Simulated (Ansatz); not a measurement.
Data:

Starting cell, BAs (zinc blende):

```
BAs
1.0
    0.00000     4.78259     4.78259
    2.39129     0.00000     2.39129
    2.39129     2.39129     0.00000
As B
2 2
Cartesian
  3.58694   3.58694   3.58694
  3.58694   5.97823   5.97823
  0.00000   0.00000   0.00000
  2.39129   4.78259   2.39129
```

The atoms are displaced by Q × the pattern below (from a DFPT mode at L = (0.5, 0.0, 0.0), largest move 1; Q in Å), at fixed cell. It is one choice among 2 degenerate patterns. (q is in reciprocal vectors of the primitive cell; the cell shown is doubled to hold the pattern.)

```json
[
 {"atom": "As1", "x": "0.036", "y": "-0.066", "z": "0.102"},
 {"atom": "As2", "x": "-0.036", "y": "0.066", "z": "-0.102"},
 {"atom": "B3", "x": "0.285", "y": "-0.520", "z": "0.805"},
 {"atom": "B4", "x": "-0.285", "y": "0.520", "z": "-0.805"}
]
```

Calculation: r2SCAN (plane waves to 500 eV, PAW, scalar-relativistic; Ansatz, a program for electronic structure). k mesh 6×12×12 (Γ-centred), Fermi-Dirac smearing 0.05 eV. The energy includes the smearing's −TS. BAs was relaxed with its symmetry unable to fall. The PAW data are Ansatz's earlier set. The zero of ΔE is the undisplaced structure.

The scan covers Q from -0.100 to 0.100 Å in 13 points.

Question: Which space group does the distorted structure have?

Answer: P1 (No. 1), lowered from F-43m.

Question: What is the energy change at Q = 0.100 Å?

Answer: 198.2 meV/cell.

Question: What harmonic wavenumber does the curvature at Q = 0 give?

Answer: 669 cm⁻¹.

(A displaced cell: forces are minus the slopes of the energy, force constants its curvatures, and phonons follow from these.)
